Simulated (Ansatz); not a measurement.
LaSi:
```cif
data_La4Si4
_chemical_formula_sum 'La4 Si4'
_space_group_name_H-M_alt 'Pnma'
_space_group_IT_number 62
_space_group_name_Hall '-P 2ac 2n'
_cell_length_a 8.30425
_cell_length_b 3.92644
_cell_length_c 5.94157
_cell_angle_alpha 90.000
_cell_angle_beta 90.000
_cell_angle_gamma 90.000
loop_
_space_group_symop_operation_xyz
  'x, y, z'
  '-x, -y, -z'
  '-x+1/2, -y, z+1/2'
  'x+1/2, y, -z+1/2'
  'x+1/2, -y+1/2, -z+1/2'
  '-x+1/2, y+1/2, z+1/2'
  '-x, y+1/2, -z'
  'x, -y+1/2, z'
loop_
_atom_site_label
_atom_site_type_symbol
_atom_site_symmetry_multiplicity
_atom_site_Wyckoff_symbol
_atom_site_fract_x
_atom_site_fract_y
_atom_site_fract_z
_atom_site_occupancy
La1 La 4 c 0.17918 0.25000 0.11194 1
Si1 Si 4 c 0.03316 0.25000 0.61702 1
```

Relaxed at zero pressure with LDA (plane waves, PAW; program Ansatz).

The volume is raised by 6 % and shape and atoms relax at that volume. What pressure results, and how do the axes share the change?

-4.0 GPa; a 1.8 %, b 2.2 %, c 1.9 %; the energy rises by 19 meV/atom.

Give the new structure.


Space group Pnma (No. 62); a = 8.451 Å, b = 4.012 Å, c = 6.057 Å, α = 90.00°, β = 90.00°, γ = 90.00°

```tsv
atom	site	symmetry	x	y	z
La	4c	.m.	0.1802	0.2500	0.1147
Si	4c	.m.	0.0331	0.2500	0.6168
```

The phase is kept; no other phase was compared at this pressure.

The workflow started from an entry of the Crystallography Open Database (COD). Whether it is the stable phase at ambient conditions was not checked. Symmetry was held in the LDA relaxation; of distortions, only those at the zone centre were tested. Scalar-relativistic: spin–orbit coupling is off unless named, which matters more the heavier the elements.

Potentials: the later of the program's two PAW sets.
